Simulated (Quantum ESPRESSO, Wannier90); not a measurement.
**Tight-binding from DFT: SrTiO3 (cubic perovskite)**

```
CELL_PARAMETERS angstrom
      3.91270     0.00000     0.00000
      0.00000     3.91270     0.00000
      0.00000     0.00000     3.91270
ATOMIC_POSITIONS crystal
  Sr 0.00000 0.00000 0.00000
  Ti 0.50000 0.50000 0.50000
  O  0.50000 0.00000 0.50000
  O  0.00000 0.50000 0.50000
  O  0.50000 0.50000 0.00000
```

Structure: Materials Project mp-5229, symmetrised, not relaxed again. COD (Crystallography Open Database) records the formula in this space group. Ideal cubic forms of this type are often high-temperature phases that distort on cooling; symmetry holds the cell here, and its stability was not tested. Method: PBEsol plane waves in Quantum ESPRESSO 7.5 (PseudoDojo norm-conserving files, 68 Ry, spinors with spin-orbit coupling), Bloch states on a 6×6×6 mesh through Γ, Wannier90 4.0.1. Density: 8×8×8 mesh, cold smearing 0.01 Ry.

Valence charges of the files: Sr 10, Ti 12, O 6. 76 bands were computed.

Isolated groups of bands, relative to the valence-band maximum (bands from 41 on overlap up to the last one computed):

```
bands  from (eV)  to (eV)  filling            weight on atomic waves
-----  ---------  -------  -------  --------------------------------
1–2       -56.16   -56.16   filled                        Ti 3s 96 %
3–4       -33.05   -32.99   filled                        Ti 3p 97 %
5–10      -32.59   -32.33   filled            Ti 3p 65 %, Sr 4s 32 %
11–16     -17.53   -15.92   filled  O 2s 75 %, Sr 4p 11 %, Ti 3d 5 %
17–18     -15.63   -14.94   filled             Sr 4p 81 %, O 2s 16 %
19–22     -14.54   -13.82   filled              Sr 4p 89 %, O 2s 9 %
23–40      -4.68     0.00   filled             O 2p 83 %, Ti 3d 11 %
```

Wanted is a model with the orbitals Ti d, O p, without the filled groups that are mainly made of other shells (semicore states, and anion s where it isn't named); all higher bands stay in for disentanglement.

Give num_wann, exclude_bands and num_bands, and the number of electrons that the model holds.

Electrons: 1×10 + 1×12 + 3×6 = 40, which fill 40 bands.
num_wann = 2 × (1×5 + 3×3) = 28.
exclude_bands = 1-22, 22 bands, so num_bands = 76 − 22 = 54.
The model holds 40 − 1×22 = 18 electrons. With the window frozen to 3.33 eV it follows pw.x to 1.1 meV rms (states up to 2.8 eV relative to the valence-band maximum).
